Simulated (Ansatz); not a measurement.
**Structure relaxation, SnO**

The start is a relaxed SnO cell displaced along its unstable phonon at q = (½, 0, 0) of its primitive reciprocal cell (291i cm⁻¹), largest move 0.15 Å. A full variable-cell relaxation at zero pressure is run with PBEsol (plane waves to 420 eV, PAW, scalar-relativistic; Ansatz, a first-principles code). First-step values are on the input's coarse k-mesh.

Ansatz input (later rounds restart from its end on a renewed k-mesh):
Ansatz 0.2 input:
```yaml
crystal:
  lattice:
    - [8.2287399695, 0.0000000001, 0]
    - [-2.0571849924, 3.5631489273, 0]
    - [0, 0, 5.1336819355]
  atoms:
    - { symbol: Sn, position: [0.1666666667, 0.6666666667, 0.2483028845] }
    - { symbol: Sn, position: [0.6666666667, 0.6666666667, 0.2516971155] }
    - { symbol: Sn, position: [0.3333333333, 0.3333333333, 0.7516971155] }
    - { symbol: Sn, position: [0.8333333333, 0.3333333333, 0.7483028845] }
    - { symbol: O, position: [0.1666666667, 0.6666666667, 0.779218795] }
    - { symbol: O, position: [0.6666666667, 0.6666666667, 0.720781205] }
    - { symbol: O, position: [0.3333333333, 0.3333333333, 0.220781205] }
    - { symbol: O, position: [0.8333333333, 0.3333333333, 0.279218795] }
basis: { ecutwfc: 420, ecutrho_ratio: 4, xc_grid: 2, fft_grid_basis: typed }
kpoints: { mp_grid: { grid: [7, 7, 5] } }
hamiltonian:
  xc: pbesol
  dispersion: none
  pseudopotentials: { azcp: { folder: ./paw }, kind: paw }
scf: { occupations: { method: fermi_dirac, width: 0.05 } }
relax: { f_tol: 0.01, max_steps: 100, cell: { stress_tol: 0.02 } }
output: { forces: true, stress: true }
```

Question: What is the largest force in the starting geometry, and on which atom (counted from 1)?

Answer: 0.65 eV/Å, on O5, O6, O7, O8 (atoms numbered as listed).

Question: How does the volume change?

Answer: -11.4 %, from 18.82 to 16.66 Å³/atom.

Question: Is the parent structure recovered?

Answer: It does not go back: it reaches Pnma (No. 62), 0.317 eV/atom below the parent.

Question: How do the shortest distances between atoms change?

Answer: The closest pairs of elements (up to four, under 3.6 Å), start → end: O–Sn 2.38 → 2.11 Å; O–O 3.28 → 2.88 Å; Sn–Sn 3.48 → 3.40 Å.

Question: Is the relaxed structure metallic? Give its gap.

Answer: 1.08 eV, indirect (valence top at 50 % of the way from Γ to Z, conduction bottom at 67 % of the way from U to R) (no spin-orbit coupling).

Question: Write out the relaxed structure.

Answer: 
```cif
data_O4Sn4
_chemical_formula_sum 'Sn4 O4'
_space_group_name_H-M_alt 'Pnma'
_space_group_IT_number 62
_space_group_name_Hall '-P 2ac 2n'
_cell_length_a 5.34629
_cell_length_b 4.43243
_cell_length_c 5.62477
_cell_angle_alpha 90.000
_cell_angle_beta 90.000
_cell_angle_gamma 90.000
loop_
_atom_site_label
_atom_site_type_symbol
_atom_site_symmetry_multiplicity
_atom_site_Wyckoff_symbol
_atom_site_fract_x
_atom_site_fract_y
_atom_site_fract_z
_atom_site_occupancy
Sn1 Sn 4 c 0.24114 0.75000 0.00807 1
O1 O 4 c 0.11881 0.75000 0.38205 1
```

Final values are on a 6×8×6 k-mesh of the relaxed cell. No spin polarisation in the result.

The run could not lose the symmetry of its start: the end is stationary, and may be a saddle point rather than a minimum.

The relaxed structure here is a generated cell of SnO: the first start was made by placing the elements on the sites of a structure type, and the end was not matched to a known phase here, so it may be hypothetical. Known forms of SnO include space group No. 129.
